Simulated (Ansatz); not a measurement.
# One relaxed cell of Ca₂HN at several levels

A database entry relaxed whole under r2SCAN at zero pressure (Fd-3m, No. 227):

```
Ca H N
1.0
     0.00000    5.03115    5.03115
     5.03115    0.00000    5.03115
     5.03115    5.03115    0.00000
Ca H N
8 4 4
Cartesian
  8.6835 8.6835 8.6835
  3.8944 6.1679 6.1679
  6.4100 6.4100 8.6835
  6.1679 3.8944 6.1679
  8.6835 6.4100 6.4100
  3.8944 3.8944 3.8944
  6.4100 8.6835 6.4100
  6.1679 6.1679 3.8944
  1.2578 1.2578 1.2578
  1.2578 3.7734 3.7734
  3.7734 3.7734 1.2578
  3.7734 1.2578 3.7734
  6.2889 6.2889 6.2889
  6.2889 3.7734 3.7734
  3.7734 3.7734 6.2889
  3.7734 6.2889 3.7734
```

Its volume is 15.92 Å³ an atom, -2.2 % against the entry's 16.28, a measured cell (1995, 293 K).

Single points on this cell with plane-wave PAW DFT (Ansatz 0.2.0; r2SCAN 500 eV, hybrids 420 eV; fermi-dirac occupations of width 0.020 eV; no moments): r2SCAN on a 6×6×6 Γ-centred mesh; HSE06 on a 4×4×4 Γ-centred mesh; PBE0 on a 4×4×4 Γ-centred mesh.

Question: What does each level give for gap and charges?

Answer: The runs give:

```csv
level,"gap (eV), or kind",pressure (GPa),Bader charge of Ca (e),Bader charge of H (e),Bader charge of N (e)
r2SCAN,1.91,0.0,+1.41,-0.81,-2.01
HSE06,2.43,0.0,+1.42,-0.80,-2.04
PBE0,3.14,0.0,+1.42,-0.80,-2.04
```

Under r2SCAN the gap is 1.91 eV, over mesh and band path. HSE06 moves it by +0.52 eV and PBE0 by +1.23 eV; PBE0 keeps its exact exchange at long range, which widens the gap over HSE06's by 0.71 eV on their common mesh.

Caveats: the relaxation kept the start's symmetry; HSE06 is read on its mesh and at the zone's corners, PBE0 on its mesh alone; hybrid pressures are good to a few tenths of a GPa; pressure is positive in compression.
